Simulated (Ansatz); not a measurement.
Input and command of a calculation in Ansatz (plane waves; scalar-relativistic PAW potentials unless the input names others):

```yaml
crystal:
  lattice:
    - [-3.63703842, 3.01385016, 1.92238566]
    - [3.63703842, -3.01385016, 1.92238566]
    - [3.63703842, 3.01385016, -1.92238566]
  atoms:
    - { symbol: Si, position: [0.17880106, 0.17880106, 0.35760212] }
    - { symbol: Si, position: [0.82119894, 0.82119894, 0.64239788] }
    - { symbol: Si, position: [0.17880106, 0.82119894, 0.0] }
    - { symbol: Si, position: [0.82119894, 0.17880106, 0.0] }
basis:
  ecutwfc: 420
kpoints:
  mp_grid: { grid: [10, 10, 10] }
hamiltonian:
  xc: lda
  dispersion: d3bj
scf:
  occupations: { method: gaussian, width: 0.03 }
  convergence: { dr2_threshold: 1.0e-09 }
output:
  forces: true
  eigenvalues: true
  stress: true
```

```bash
ansatz run input.yaml --threads 1 --pin off --max-ram 2560MiB --backend cpu --events-out ev --progress --plain --runs-dir out
```

Abridged log:
```
Warning: the engine holds no damping parameters fitted to this dispersion correction and functional, so the run takes those fitted to pbe (hamiltonian.dispersion, under Limitations)
Warning: output.stress: scf.convergence.dr2_threshold = 1e-9 eV is looser than the 4e-10 eV advised for a printed stress (1e-10 eV for each atom of the cell: 4). ...
Basis set: ecut = 420 eV, 1649 PW (Γ)
Bands: 12, of which v1, the nominal top of the filled ones, is band 8 counted from 1 (7 counted from 0)
Symmetry: 8 space group operations
k-points: 171 of 1000
SCF iter   1: F=—  HF=-2434.437912 eV  |F-HF|=—  |Δ(HF+E_count)|=         —  Δρ=3.66e-3  dr2=9.74e-3  ethr=1.77e-3  ⟨swp⟩=6.4  Hψ=15609  notcnv=0
SCF iter   2: F=—  HF=-2434.436037 eV  |F-HF|=—  |Δ(HF+E_count)|=   1.87e-3  Δρ=2.11e-3  dr2=3.44e-3  ethr=6.09e-5  ⟨swp⟩=1.4  Hψ=3688  notcnv=0  defer=1
SCF iter   3: F=—  HF=-2434.434931 eV  |F-HF|=—  |Δ(HF+E_count)|=   1.11e-3  Δρ=1.86e-4  dr2=2.97e-5  ethr=2.15e-5  ⟨swp⟩=2.9  Hψ=3648  notcnv=0  defer=1
SCF iter   4: F=—  HF=-2434.434927 eV  |F-HF|=—  |Δ(HF+E_count)|=   3.69e-6  Δρ=5.23e-5  dr2=2.75e-6  ethr=1.85e-7  ⟨swp⟩=2.1  Hψ=3373  notcnv=0  defer=1
SCF iter   5: F=—  HF=-2434.434927 eV  |F-HF|=—  |Δ(HF+E_count)|=   3.64e-7  Δρ=1.08e-5  dr2=1.62e-7  ethr=1.72e-8  ⟨swp⟩=1.0  Hψ=2060  notcnv=0  defer=1
SCF iter   6: F=—  HF=-2434.434927 eV  |F-HF|=—  |Δ(HF+E_count)|=   7.05e-7  Δρ=2.38e-6  dr2=1.11e-8  ethr=1.01e-9  ⟨swp⟩=2.0  Hψ=3301  notcnv=0  defer=1
SCF iter   7: F=—  HF=-2434.434927 eV  |F-HF|=—  |Δ(HF+E_count)|=   2.60e-9  Δρ=7.17e-7  dr2=1.15e-9  ethr=6.25e-12  ⟨swp⟩=5.3  Hψ=8091  notcnv=0
SCF iter   8: F=-2434.434927 eV  HF=-2434.434927 eV  |F-HF|=6.82e-12  |Δ(HF+E_count)|=  1.33e-10  Δρ=1.49e-7  dr2=5.12e-11  ethr=6.25e-12  ⟨swp⟩=4.0  Hψ=6823  notcnv=0
SCF 1 converged in 8 iterations: F = -2434.434927 eV  dr2 = 5.12e-11
SCF converged after 8 iterations
Free energy (F): -2434.434927 eV
Harris-Foulkes:  -2434.434927 eV  (|F-HF|=6.82e-12)
Internal energy: -2434.434686 eV  (E = F + TS)
E sigma→0 (E₀):  -2434.434807 eV
Entropy (-TS):   -0.000241 eV (-0.060 meV/atom)
Fermi energy:    5.786495 eV
  E_disp       = -1.184976  (pairwise vdW)
--- Forces (eV/Å), atoms counted from 1 ---
  atom   1  Si    -0.66338031     2.35910798     0.00000000
  atom   2  Si     0.66338031    -2.35910798     0.00000000
  atom   3  Si     0.66338031     2.35910798     0.00000000
  atom   4  Si    -0.66338031    -2.35910798     0.00000000
--- Stress (GPa, compression-positive) ---
      -14.604833       0.000000       0.000000
        0.000000      20.672632       0.000000
        0.000000       0.000000      -4.611174
  P = ⅓ Tr σ = 0.4855 GPa (4.855 kbar)
```

Apart from outputs and empty bands, the input differs from a reference run on usual settings in hamiltonian.dispersion: not typed → "d3bj"; scf.convergence.dr2_threshold: not typed → 1e-09. The reference, at the same geometry (not necessarily relaxed), gave pressure 2.27 GPa, largest force 2.472 eV/Å, no gap on the mesh. This run converged in 8 SCF iterations (reference: 6) with an energy at zero smearing 296 meV/atom below the reference's (the Hamiltonian itself differs), pressure 0.49 GPa, largest force 2.451 eV/Å, no gap on the mesh.

The run took 12 s on 1 thread of Intel(R) Xeon(R) Platinum 8259CL CPU @ 2.50GHz (Skylake/Cascade Lake), with other jobs on the host, peak memory 0.45 GiB.